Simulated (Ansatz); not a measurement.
According to PBE (plane waves, PAW; program Ansatz), OsC in the rock salt structure (Fm-3m) relaxes to a = 4.352 Å. C has 6 nearest neighbours from 2.18 Å (octahedral). Its formation energy from the elements is 1.38 eV/atom, with no fitted shifts.

Electronic character: metallic (no gap). Gap from PBE with spin–orbit coupling: none (metallic).

An equation-of-state fit gives a bulk modulus of 352 GPa.

The start of the workflow was typed in or built on a structure type; neither database checked (COD, Materials Project) lists it. Whether it is the stable phase at ambient conditions was not checked. The cell was relaxed with PBE under the symmetry of its start; whether a distortion lowers the energy is not shown. No spin polarisation was allowed. Its formation energy is positive at this level, so the cell may be metastable or incomplete. The references are the lowest solids computed at this level, not always the standard phases. Spin–orbit coupling is left out wherever it is not named.

Potentials: the later of the program's two PAW sets.
